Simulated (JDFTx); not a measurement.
Reference run:

Au(100) slab cut from bulk Au (space group Fm-3m, indices of the conventional cell, lattice of the Materials Project entry mp-81, not re-optimised): 5 atoms in 5 planes, a 1x1 cell of 8.70 Å² (|a| = 2.950, |b| = 2.950 Å), 8.3 Å between the outermost planes, cell height 24.3 Å, 8×8×1 k mesh, Fermi smearing 0.01 Ha, no spin polarisation.

The reference is PBE, GBRV ultrasoft potentials, plane waves to 20/100 Ha; code: a modified build of JDFTx. Unrelaxed; liquid: CANDLE, water, 1 M NaCl. Potentials refer to SHE, placed 4.44 V below the bulk liquid's zero by convention.

```
slab thickness   work function (eV)  U_pzc (V)  k states × plane waves  cycles, vacuum run  rough core time, vacuum run
---------------  ------------------  ---------  ----------------------  ------------------  ---------------------------
2 atoms, 2.1 Å                 5.32       0.61               15 × 4539                  18                         70 s
3 atoms, 4.2 Å                    ?          ?               15 × 5067                  17                         90 s
4 atoms, 6.3 Å                 5.11       0.40               15 × 5591                  18                        2 min
5 atoms, 8.3 Å                 5.11       0.41               15 × 6096                  18                        3 min
6 atoms, 10.4 Å                5.11       0.41               15 × 6619                  19                        7 min
7 atoms, 12.5 Å                5.13       0.42               15 × 7147                  19                        9 min
```

Problem. Fill in the missing entries.

Solution. 
- 3 atoms, 4.2 Å, work function (eV): 5.18
- 3 atoms, 4.2 Å, U_pzc (V): 0.47

The times are rough (shared hosts); only ratios past two mean anything.
